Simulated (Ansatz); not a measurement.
Relaxation of a relaxed Ir cell displaced along its unstable phonon at q = (½, 0, 0) of its primitive reciprocal cell (154i cm⁻¹), largest move 0.15 Å; 2 atoms in the cell, which starts as Cmcm (No. 63), oS4; a = 3.088 Å, b = c = 4.367 Å, α = β = γ = 90.00°. All values below come from r2SCAN (plane waves to 500 eV, PAW, scalar-relativistic; Ansatz, an electronic-structure program). Γ-centred k-mesh 15×15×15 on the run's cell (coarser than for final values), Fermi–Dirac smearing 0.05 eV. This is the first round of the run. 

The optimiser's lines from the output (shortened; P is positive under compression):

```
relax step   1: F+E_penalty+E_count = -23896.43374943 eV  Δ(F+E_penalty+E_count) = +0.000e0 eV  max|allowed force component| = 1.371e0 eV/Å  Δτ_max = 0.0000 Å  P = -2.544 GPa  Ω = 29.442 Å³  (6 SCF iters, dr2 threshold 1.00e-7 eV, accepted)
relax step   2: F+E_penalty+E_count = -23896.89964733 eV  Δ(F+E_penalty+E_count) = -4.659e-1 eV  max|allowed force component| = 2.139e-1 eV/Å  Δτ_max = 0.1955 Å  P = +0.459 GPa  Ω = 29.092 Å³  (8 SCF iters, dr2 threshold 2.00e-7 eV, accepted)
relax step   3: F+E_penalty+E_count = -23897.08529593 eV  Δ(F+E_penalty+E_count) = -1.856e-1 eV  max|allowed force component| = 2.038e-1 eV/Å  Δτ_max = 0.0197 Å  P = +1.579 GPa  Ω = 28.739 Å³  (6 SCF iters, dr2 threshold 2.00e-7 eV, accepted)
relax step   4: F+E_penalty+E_count = -23897.24292097 eV  Δ(F+E_penalty+E_count) = -1.576e-1 eV  max|allowed force component| = 4.055e-2 eV/Å  Δτ_max = 0.0084 Å  P = +2.405 GPa  Ω = 28.415 Å³  (5 SCF iters, dr2 threshold 2.00e-7 eV, accepted)
relax step   5: F+E_penalty+E_count = -23897.27867087 eV  Δ(F+E_penalty+E_count) = -3.575e-2 eV  max|allowed force component| = 2.134e-4 eV/Å  Δτ_max = 0.0075 Å  P = -0.486 GPa  Ω = 28.569 Å³  (6 SCF iters, dr2 threshold 2.00e-7 eV, accepted)
relax step   6: F+E_penalty+E_count = -23897.28069332 eV  Δ(F+E_penalty+E_count) = -2.022e-3 eV  max|allowed force component| = 1.797e-3 eV/Å  Δτ_max = 0.0006 Å  P = +0.082 GPa  Ω = 28.519 Å³  (4 SCF iters, dr2 threshold 2.00e-7 eV, accepted)
relax step   7: F+E_penalty+E_count = -23897.28077462 eV  Δ(F+E_penalty+E_count) = -8.130e-5 eV  max|allowed force component| = 7.062e-8 eV/Å  Δτ_max = 0.0003 Å  P = -0.035 GPa  Ω = 28.527 Å³  (3 SCF iters, dr2 threshold 2.00e-7 eV, accepted)
relax step   8: F+E_penalty+E_count = -23897.28077860 eV  Δ(F+E_penalty+E_count) = -3.980e-6 eV  max|allowed force component| = 7.119e-5 eV/Å  Δτ_max = 0.0000 Å  P = -0.000 GPa  Ω = 28.524 Å³  (3 SCF iters, dr2 threshold 1.79e-8 eV, accepted)
relax step   9: F+E_penalty+E_count = -23897.28121129 eV  Δ(F+E_penalty+E_count) = -4.327e-4 eV  max|allowed force component| = 4.930e-5 eV/Å  Δτ_max = 0.0000 Å  P = -0.019 GPa  Ω = 28.524 Å³  stress off target by 7.29e-2 GPa  SCF on the basis re-selected at this cell (its energy is not comparable with the rows above)  (7 SCF iters)
relax step  10: F+E_penalty+E_count = -23897.28121342 eV  Δ(F+E_penalty+E_count) = -2.129e-6 eV  max|allowed force component| = 2.650e-5 eV/Å  Δτ_max = 0.0000 Å  P = +0.000 GPa  Ω = 28.523 Å³  (2 SCF iters, dr2 threshold 1.33e-8 eV, accepted)
relax step  11: F+E_penalty+E_count = -23897.28121354 eV  Δ(F+E_penalty+E_count) = -1.167e-7 eV  max|allowed force component| = 1.998e-5 eV/Å  Δτ_max = 0.0000 Å  P = +0.000 GPa  Ω = 28.523 Å³  stress off target by 7.38e-4 GPa  SCF on the basis re-selected at this cell (its energy is not comparable with the rows above)  (4 SCF iters)
```

From the first to the last row the energy changes by -0.42 eV/atom and the volume by -3.1 %. The last row is marked as not comparable with the walk above it, whose basis was carried along; it does compare with step 1, since both stand on a basis selected at the nominal cutoff for their own cell.

Later rounds, restarted from the end of this one on a renewed k-mesh, logged 5 more steps and released under 0.01 eV/atom more. The final structure after all rounds: P6₃/mmc (No. 194), hP2, hcp (Mg type); a = 2.727 Å, b = 2.727 Å, c = 4.430 Å, α = 90.00°, β = 90.00°, γ = 120.00°. Between re-selections the logged energies stand on a plane-wave basis carried along with the cell. No spin polarisation in the result.

The run could not lose the symmetry of its start, so the end can be a saddle point.

The relaxed structure here is a generated cell of Ir: the first start was made by placing the elements on the sites of a structure type, and the end was not matched to a known phase here, so it may be hypothetical. Known forms of Ir include space group No. 225.
